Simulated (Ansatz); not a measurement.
AlB$_{2}$W$_{2}$:
```cif
data_Al2B4W4
_chemical_formula_sum 'Al2 W4 B4'
_space_group_name_H-M_alt 'Cmmm'
_space_group_IT_number 65
_space_group_name_Hall '-C 2 2'
_cell_length_a 3.07726
_cell_length_b 11.53159
_cell_length_c 3.12230
_cell_angle_alpha 90.000
_cell_angle_beta 90.000
_cell_angle_gamma 90.000
loop_
_atom_site_label
_atom_site_type_symbol
_atom_site_symmetry_multiplicity
_atom_site_Wyckoff_symbol
_atom_site_fract_x
_atom_site_fract_y
_atom_site_fract_z
_atom_site_occupancy
Al1 Al 2 a 0.00000 0.00000 0.00000 1
W1 W 4 j 0.50000 0.14379 0.50000 1
B1 B 4 i 0.00000 0.20523 0.00000 1
```
(The calculation used a cell of 5 atoms; values per cell refer to that cell.)

Relaxed at zero pressure with DFT-r²SCAN in the program Ansatz with PAW potentials.

The volume is raised by 3 % and shape and atoms relax at that volume. What pressure results, and how do the axes share the change?

-7.4 GPa; a 0.8 %, b 1.4 %, c 0.8 %; the energy rises by 8 meV/atom.

Give the new structure.


Space group Cmmm (No. 65); a = 3.102 Å, b = 11.690 Å, c = 3.147 Å, α = β = γ = 90.00°

```
atom  site  symmetry       x       y       z
----  ----  --------  ------  ------  ------
Al      2a       mmm  0.0000  0.0000  0.0000
W       4j       m2m  0.5000  0.1449  0.5000
B       4i       m2m  0.0000  0.2055  0.0000
```

The phase is kept; no other phase was compared at this pressure.

The start of the workflow was typed in or built on a structure type; neither database checked (COD, Materials Project) lists it. Its standing as an ambient phase is unchecked. Symmetry was held in the r²SCAN relaxation; whether a distortion lowers the energy is not shown. The run is not spin-polarised. Spin–orbit coupling is left out wherever it is not named.

Potentials: the later of the program's two PAW sets.
